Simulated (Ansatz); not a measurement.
Reading a calculation: zincblende-structured LuAs

Level of theory: DFT, PBEsol, scalar-relativistic, no spin polarisation; plane waves to 420 eV with PAW datasets (Ansatz 0.2.0), 8×8×8 k-mesh, Gaussian smearing of 0.05 eV; PAW files: Ansatz's generated set soft_2.

This is a trial structure: such lanthanide and actinide compounds mostly take the rock-salt structure.

The relaxed structure (symmetry read at 0.01 Å). It takes space group F-43m (No. 216, cubic). Conventional cell: a = 6.264 Å, b = 6.264 Å, c = 6.264 Å, α = 90.00°, β = 90.00°, γ = 90.00°. Lu (site symmetry -43m) has 4 As at 2.71 Å as nearest neighbours. Around As (site symmetry -43m) lie 4 Lu at 2.71 Å. (Shells end 15 % past the nearest neighbour.)

Problem. Should it be a metal or an insulator?

Solution. Formal charges Lu³⁺, As³⁻ balance and leave closed shells on every ion, so a band insulator is expected, and the gap is 1.54 eV.

Problem. What kind of gap is it?

Solution. It is direct, 1.54 eV. Within 0.6 eV of the edges the projected states are 71 % As 4p at the top of the valence band and 92 % Lu 5d at the bottom of the conduction band. The valence edge mixes anion p with metal states, so the bond is partly covalent and the gap isn't a plain transfer from As to Lu.

Problem. How stiff is it, in energy terms?

Solution. B0·V0 = 55.6 GPa × 30.72 Å³ = 10.65 eV/atom sets the scale: near the minimum ΔE ≈ ½ B0 V0 x², with x = V/V0 − 1, and a pressure of 0.6 GPa squeezes the volume by about 1 %. At the ends of the curve: x = −4.0 % predicts 8.5 meV/atom and the run gives 9.1; x = +4.0 % predicts 8.5 meV/atom and the run gives 8.0. Compression costs more and expansion less than the parabola says, since the crystal stiffens as it shrinks; B0′ measures that.

Problem. Which Debye temperature follows from the elastic moduli?

Solution. K = 56 GPa and G = 6.7 GPa (Hill). With a density of 6.753 g/cm³ (mean mass 124.9 u, 30.72 Å³/atom), K = 55.6 and G = 6.67 GPa from the unrounded constants, v_l = √((K + 4G/3)/ρ) = 3090 m/s and v_t = √(G/ρ) = 990 m/s. The mean [(1/v_l³ + 2/v_t³)/3]^(−1/3) is 1130 m/s, and θ_D = (ħ/k_B)(6π²/V)^(1/3) v_m ≈ 108 K, with V the volume an atom.

All results together:

| Quantity | Value |
| --- | --- |
| Volume | 30.72 Å³/atom |
| Band gap | 1.54 eV |
| Smallest direct gap | 1.54 eV |
| f electrons (orthogonalised atomic orbitals) | Lu 13.99 |
| Formation energy from the elements (0 K, uncorrected) | -0.86 eV/atom |
| Bulk modulus (Birch–Murnaghan) | 56 GPa |
| Pressure derivative B0′ | 3.8 |
| Shear modulus (Hill) | 6.7 GPa |
| Young's modulus | 19.2 GPa |
| Poisson's ratio | 0.44 |
| Elastically stable | yes |

Kohn–Sham gaps of semilocal functionals lie under measured ones, often by a third or more. Scalar-relativistic only: spin–orbit splittings of the heavy atoms' levels are missing.
